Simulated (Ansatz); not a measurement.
GaPPt5 in space group P4/mmm (No. 123; Ga on 1c, P on 1b, Pt on 4i, Pt on 1a), r²SCAN (plane waves, PAW; program Ansatz), all energies at zero smearing, with the estimated change up to a 700 eV cutoff added, with one set of potentials and settings (totals compare only within such a set). Cell of 7 atoms (1 Ga, 1 P, 5 Pt): -67236.866 eV.

```csv
element,reference phase,E (eV/atom)
Ga,"Cmce, 4 atoms in the cell",-3790.2689
P,"Cmce, 4 atoms in the cell",-759.1646
Pt,"Fm-3m, 1 atoms in the cell",-12536.7848
```

Formation energy per atom, worked out: (-67236.866 − 1×(-3790.2689) − 1×(-759.1646) − 5×(-12536.7848))/7 = -0.501 eV/atom (-48 kJ per mol of atoms), at 0 K, without zero-point energy or fitted corrections.

The first step of the workflow began from a Materials Project structure, measured or hypothetical; the Crystallography Open Database copy checked does not list it. Its standing as an ambient phase is unchecked. The r²SCAN relaxation kept the symmetry of its start; its stability against distortions is not shown here. No spin polarisation was allowed. The references are the lowest solids computed at this level, not always the standard phases. Spin–orbit coupling is left out wherever it is not named.

Potentials: the later of the program's two PAW sets.
